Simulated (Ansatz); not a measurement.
# Kick test of a cell of Mg3SnO4

The structure comes from a proposed guess, relaxed at this level; another structure or a mixture of phases may lie lower.

Method: Ansatz, DFT PBE, scalar-relativistic, plane waves, PAW. Cutoff 420 eV; k points 10×10×2 on the computed 16-atom cell (Γ-centred); Gaussian smearing, width 0.02 eV; no spin polarisation.

The cell below (16 atoms, space group P4/nmm (No. 129)) is relaxed within its symmetry.

```
CELL_PARAMETERS angstrom
3.10449 0.00000 0.00000
0.00000 3.10449 0.00000
0.00000 0.00000 19.26609
ATOMIC_POSITIONS crystal
Mg 0.50000 0.00000 0.16261
Mg 0.50000 0.00000 0.73037
Mg 0.50000 0.00000 0.94596
Mg 0.00000 0.50000 0.83739
Mg 0.00000 0.50000 0.26963
Mg 0.00000 0.50000 0.05404
Sn 0.50000 0.00000 0.40950
Sn 0.00000 0.50000 0.59050
O 0.50000 0.00000 0.05417
O 0.50000 0.00000 0.27222
O 0.50000 0.00000 0.62632
O 0.50000 0.00000 0.83790
O 0.00000 0.50000 0.94583
O 0.00000 0.50000 0.37368
O 0.00000 0.50000 0.16210
O 0.00000 0.50000 0.72778
```

For the test it was strained at random (σ = 1.5 % a component), the atoms were moved at random (σ = 0.05 Å), and all was relaxed again on a coarse 4×4×1 mesh (in the run’s order of axes) with 0.10 eV smearing, with no symmetry imposed.

No dispersion correction is applied, so the spacing and binding between layers, chains or molecules are poorly described.

**Question.** Is the structure stable against such a distortion?

**Answer.** It returns, within 1 meV/atom of the unmoved cell on that mesh and with the same symmetry when read at 0.1 Å (C2/m at 0.01 Å, so small strains and shifts remain). No instability shows in this cell; modes of other wave vectors, which need another repeat, aren't tested.
